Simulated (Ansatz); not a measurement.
InP:
```yaml
crystal:
  lattice:
    - [0.00000, 2.93934, 2.93934]
    - [2.93934, 0.00000, 2.93934]
    - [2.93934, 2.93934, 0.00000]
  atoms:
    - { symbol: In, position: [0.00000, 0.00000, 0.00000] }
    - { symbol: P, position: [0.75000, 0.75000, 0.75000] }
```

The program Ansatz at the PBEsol level (PAW) gives a gap of 0.56 eV without spin–orbit coupling, maximum at Γ, minimum at Γ.

### Question
What happens when spin–orbit coupling is switched on?

### Answer
The gap falls by 0.02 eV, to 0.54 eV; maximum at Γ, minimum at Γ.

### Question
How large is the spin–orbit splitting of the valence top at Γ?

### Answer
The fourfold level lies 0.10 eV above the split-off pair.

### Question
Give the electron effective mass with spin–orbit coupling.

### Answer
0.045 mₑ (isotropic).

Space group F-43m (zinc blende). The cell was relaxed with PBEsol under the symmetry of its start.

Potentials: the earlier of the program's two PAW sets. The files were generated under PBE; for other functionals the program regenerates the frozen cores, and for LDA and PBEsol the local potential too.
